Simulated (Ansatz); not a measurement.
## YFe5 (P6/mmm): electronic heat capacity from the density of states

Level of theory: DFT PBEsol, scalar-relativistic, plane waves, PAW in Ansatz.

Cutoff 420 eV; k points 12×12×10 on the computed 6-atom cell (Γ-centred); Gaussian smearing, width 0.10 eV; collinear spin from starting moments -0.16 1.97 1.97 1.97 2.18 2.18 μB.

Relaxed cell: P6/mmm, a = 4.902 Å, b = 4.902 Å, c = 3.882 Å, α = 90.00°, β = 90.00°, γ = 120.00°, 6 atoms in the primitive cell. Whether it is the stable form of this composition wasn't checked.

The density of states at the Fermi level is 4.618 states/eV in the cell of 6 atoms (1 formula unit; both spins, tetrahedra on a 18×18×15 mesh). The run ends with a moment of 8.93 μB a cell (largest on a site 1.98 μB), and the figure is for this state; a paramagnetic sample can have a quite different one. Another magnetic order, if the compound takes it, can change N(E_F) and the shape of the cell a good deal.

Question: What Sommerfeld coefficient does this give?

Answer: Per formula unit N(E_F) = 4.618 states/eV. γ = (π²/3) k_B² N(E_F) N_A = 2.357 mJ/(mol K²) per state/eV, so γ = 10.9 mJ/(mol K²), a mole of formula units. This is the bare band result: a measured γ of the same phase and magnetic order is as a rule larger by a factor 1 + λ from phonons and spin fluctuations. N(E_F) at one energy is sensitive to the mesh where the density of states has sharp peaks.

Only parallel moments were tried here.

Only this magnetic start was tried.

Cost: 1 run of about 4.8 core-minutes, on Arm Neoverse V1 (shared hosts).